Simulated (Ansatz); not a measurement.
SrMgF₄:
```yaml
crystal:
  lattice:
    - [1.96503, -7.24227, 0.00000]
    - [1.96503, 7.24227, 0.00000]
    - [0.00000, 0.00000, 5.60629]
  atoms:
    - { symbol: Sr, position: [0.34019, 0.65981, 0.03924] }
    - { symbol: Sr, position: [0.65981, 0.34019, 0.53924] }
    - { symbol: Mg, position: [0.91601, 0.08399, 0.59485] }
    - { symbol: Mg, position: [0.08399, 0.91601, 0.09485] }
    - { symbol: F, position: [0.83858, 0.16142, 0.30814] }
    - { symbol: F, position: [0.16142, 0.83858, 0.80814] }
    - { symbol: F, position: [0.03528, 0.96472, 0.43378] }
    - { symbol: F, position: [0.96472, 0.03528, 0.93378] }
    - { symbol: F, position: [0.79786, 0.20214, 0.78723] }
    - { symbol: F, position: [0.20214, 0.79786, 0.28723] }
    - { symbol: F, position: [0.41417, 0.58583, 0.61975] }
    - { symbol: F, position: [0.58583, 0.41417, 0.11975] }
```

Relaxed with PBEsol. Special points in fractions of this cell's reciprocal vectors: Γ (0.000, 0.000, 0.000); Y (-0.500, 0.500, 0.000); C0 (-0.268, 0.732, 0.000); Σ0 (0.268, 0.268, 0.000); Z (0.000, 0.000, 0.500); A0 (0.268, 0.268, 0.500); E0 (-0.268, 0.732, 0.500); T (-0.500, 0.500, 0.500); S (0.000, 0.500, 0.000); R (0.000, 0.500, 0.500).

Question: List the band energies nearest the valence-band maximum at these points for PBEsol (plane waves, PAW; program Ansatz).

Answer: In eV from the valence-band maximum; about four levels below and three above (degenerate sets whole), none deeper than 8.9 eV; points with the same levels are listed once.

```
k                     below                above
--  -----------------------  -------------------
Γ   -0.32 -0.26 -0.19 -0.04       6.80 8.99 9.64
Y   -0.45 -0.34 -0.22 -0.18       7.78 8.27 9.38
C0  -0.23 -0.22 -0.16 -0.03       8.86 9.32 9.62
Z   -0.45 -0.45 -0.15 -0.15  8.38 8.38 9.58 9.58
A0  -0.23 -0.23 -0.03 -0.03  9.17 9.17 9.66 9.66
T   -0.42 -0.42 -0.21 -0.21  8.69 8.69 9.73 9.73
S    -0.30 -0.21 -0.15 0.00       8.83 9.41 9.52
R   -0.22 -0.22 -0.04 -0.04  9.15 9.15 9.70 9.70
```

Space group Cmc2_1. The first step of the workflow began from a Materials Project structure, measured or hypothetical; the Crystallography Open Database files this formula in space group No. 36, but the cells were not matched. Whether it is the stable phase at ambient conditions was not checked. Symmetry was held in the PBEsol relaxation; its stability against distortions is not shown here. Scalar-relativistic: spin–orbit coupling is off unless named, which matters more the heavier the elements.

Potentials: the earlier of the program's two PAW sets. The files were generated under PBE; for other functionals the program regenerates the frozen cores, and for LDA and PBEsol the local potential too.
